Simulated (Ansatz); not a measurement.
**Ta2N: how the occupation rule moves the results**

Theory: DFT PBEsol, scalar-relativistic, plane waves, PAW in Ansatz 0.2.0.

```cif
data_structure
_symmetry_space_group_name_H-M 'P 1'
_symmetry_Int_Tables_number 1
_cell_length_a 5.2966
_cell_length_b 5.2966
_cell_length_c 4.9392
_cell_angle_alpha 90.000
_cell_angle_beta 90.000
_cell_angle_gamma 120.000
_cell_volume 120.00
loop_
_atom_site_label
_atom_site_type_symbol
_atom_site_fract_x
_atom_site_fract_y
_atom_site_fract_z
_atom_site_occupancy
Ta1 Ta 0.66636 0.66636 0.75362 1
Ta2 Ta 0.00000 0.33364 0.75362 1
Ta3 Ta 0.33364 0.00000 0.75362 1
Ta4 Ta 0.33364 0.33364 0.24638 1
Ta5 Ta 0.00000 0.66636 0.24638 1
Ta6 Ta 0.66636 0.00000 0.24638 1
N1 N 0.66667 0.33333 0.50000 1
N2 N 0.33333 0.66667 0.50000 1
N3 N 0.00000 0.00000 0.00000 1
```

```
plane-wave cutoff : 420 eV
Γ-centred k-mesh  : 12×12×8
spin treatment    : unpolarised
```

The atoms stay fixed while the occupation rule is varied. ΔE is the energy extrapolated to zero smearing, less that of the reference run (12×12×8 Γ-centred mesh, Gaussian smearing 0.1 eV). The cell isn't necessarily relaxed at this level. Spin–orbit coupling is left out. Pressure is positive in compression.

```
      rule, width (eV)  ΔE (meV/atom)  ΔF, free energy (meV/atom) P (GPa) largest change of a force component (eV/Å)
          Gaussian 0.1           0.00                        0.00    -5.29                                       0.000
         Gaussian 0.01          -0.07                        0.68    -5.31                                       0.009
         Gaussian 0.02          -0.08                        0.67    -5.31                                       0.007
          Gaussian 0.2           0.22                       -2.51    -5.26                                       0.007
          Gaussian 0.3           0.42                       -6.98    -5.20                                       0.015
       Fermi–Dirac 0.5           18.5                        -170    -2.64                                       0.092
Methfessel–Paxton 0.01          -0.07                        0.69    -5.32                                       0.010
 Methfessel–Paxton 0.5           0.60                        1.97    -5.33                                       0.013
             cold 0.01          -0.07                        0.69    -5.31                                       0.009
             cold 0.05          -0.06                        0.72    -5.31                                       0.007
              cold 0.2           0.16                        0.81    -5.29                                       0.010
              cold 0.5          -0.72                       -1.18    -5.31                                       0.001
           tetrahedron          -0.02                        0.75    -5.29                                       0.010
```

Cost: 13 runs of about 21 core-minutes in all, on Intel Xeon Processor @ 2.50GHz (Skylake/Cascade Lake) (shared hosts).